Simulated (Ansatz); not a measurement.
Start of a relaxation of InGa3P4:

```yaml
crystal:
  lattice:
    - [-2.72169, 2.72169, 5.44337]
    - [2.72169, -2.72169, 5.44337]
    - [2.72169, 2.72169, -5.44337]
  atoms:
    - { symbol: In, position: [0.50000, 0.50000, 0.00000] }
    - { symbol: Ga, position: [0.75000, 0.25000, 0.50000] }
    - { symbol: Ga, position: [0.00000, 0.00000, 0.00000] }
    - { symbol: Ga, position: [0.25000, 0.75000, 0.50000] }
    - { symbol: P, position: [0.12500, 0.62500, 0.00000] }
    - { symbol: P, position: [0.37500, 0.37500, 0.50000] }
    - { symbol: P, position: [0.62500, 0.12500, 0.00000] }
    - { symbol: P, position: [0.87500, 0.87500, 0.50000] }
```

Level of theory: DFT PBE, scalar-relativistic, plane waves, PAW in Ansatz. Cutoff 420 eV, Gaussian smearing, Γ-centred meshes. Cell and atoms relax first on a coarse mesh and then on a converged one. In between, the cell is made exact in the group found at 0.06 Å. The steps can't lower the symmetry of their start. No spin polarisation.

A guess keeps its type if space group and coordination stay and the shape of the cell changes little (axis ratios within about 15 %, angles within 6°); the volume may change.

Q: Does this structure survive the relaxation?

A: It keeps its type. The symmetry stays I-42m (No. 121). The volume per atom grows by 9.9 %, from 20.2 to 22.2 Å³. The shortest distance goes from 2.36 Å (Ga–P and In–P) to 2.38 Å (Ga–P). The ratio c/a of the conventional cell changes by a factor of 1.00. Counting neighbours within 15 % of an atom's shortest distance, the start has Ga 4, In 4, P 4 and the end Ga 4, In 4, P 4.

The zero of energy is the elements' standard structures at the same level; no fitted shifts are applied. The references include black phosphorus.

Q: At what energy does it end?

A: −0.373 eV/atom. Whether it is stable depends on the other phases of the system, which aren't compared here.

The last run used an 8×8×8 mesh for its 8-atom cell and Gaussian smearing of 0.02 eV. The reference form of P is held partly by dispersion forces, which this level lacks. A structure relaxed within its symmetry needn't be a true minimum.
